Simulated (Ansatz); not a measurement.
Y: energy along a strain

Y, Fm-3m, a = 4.970 Å (as given, not relaxed at this level: 0.2 GPa). This isn't the element's structure at ambient conditions. Ansatz: PBEsol, PAW, 420 eV, Γ-centred 16×16×16 mesh on 1 atom, Gaussian smearing 0.15 eV; no spin polarisation. Cell vectors (Å): 0.000 2.485 2.485; 2.485 0.000 2.485; 2.485 2.485 0.000. The cell is strained by x per cent times the pattern (0 0 0 1 0 0) in the order xx yy zz yz xz xy (engineering shears), with fractional coordinates held. y is the free energy over the start, V0 = 30.691 Å³/atom. Symmetry makes y even in x.

```
x (%) y (meV/atom)
-4.00             ?
-2.00          1.35
 0.00          0.00
 0.50          0.08
 1.00          0.34
 1.50          0.76
 2.50          2.11
 3.00          3.03
 3.50          4.13
```

Fit y = c2 x² + c4 x⁴ to the other rows, get the stiffness along the pattern, and predict the missing energy.

Least squares on the rows shown. y = 0.3375 x² − 4.422×10⁻⁵ x⁴. The clamped-ion stiffness p·C·p = 2 × 3.375 eV × 160.2 / 30.691 Å³ = 35 GPa, which is C44 in these axes. At x = -4.00 the fit asked for gives 5.39 meV/atom. The run gave 5.39 meV/atom, the same to the digits shown.